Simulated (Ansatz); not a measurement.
YS:
```xyz
2
Lattice="0.0000 2.7628 2.7628 2.7628 0.0000 2.7628 2.7628 2.7628 0.0000" Properties=species:S:1:pos:R:3 pbc="T T T"
Y      2.7628     2.7628     2.7628
S      0.0000     0.0000     0.0000
```

Relaxed with r²SCAN. Special points in fractions of this cell's reciprocal vectors: Γ (0.000, 0.000, 0.000); X (0.500, 0.000, 0.500); U (0.625, 0.250, 0.625); K (0.375, 0.375, 0.750); L (0.500, 0.500, 0.500); W (0.500, 0.250, 0.750).

### Question
List the band energies nearest the Fermi level at these points for DFT-r²SCAN with spin–orbit coupling in the program Ansatz with PAW potentials.

### Answer
In eV from the Fermi level; about four levels below and three above (degenerate sets whole), none deeper than 8.9 eV; points with the same levels are listed once.

```json
[
 {"k": "Γ", "below": "-0.20 -0.20 -0.20 -0.20 -0.15 -0.15", "above": "0.68 0.68 0.68 0.68"},
 {"k": "X", "below": "-4.58 -4.58 -2.34 -2.34", "above": "1.91 1.91 3.47 3.47"},
 {"k": "U", "below": "-5.21 -5.21 -0.60 -0.60", "above": "2.97 2.97 3.13 3.13"},
 {"k": "L", "below": "-5.73 -5.73 -5.69 -5.69", "above": "2.10 2.10 2.71 2.71"},
 {"k": "W", "below": "-5.73 -5.73 -5.67 -5.67", "above": "0.82 0.82 0.85 0.85"}
]
```

Space group Fm-3m (rock salt). The workflow started from an entry of the Crystallography Open Database (COD). Its standing as an ambient phase is unchecked. The cell was relaxed with r²SCAN under the symmetry of its start; whether a distortion lowers the energy is not shown. No spin polarisation was allowed. With an odd number of electrons in the cell and no spin polarisation, the count alone makes it a metal.

Potentials: the later of the program's two PAW sets.
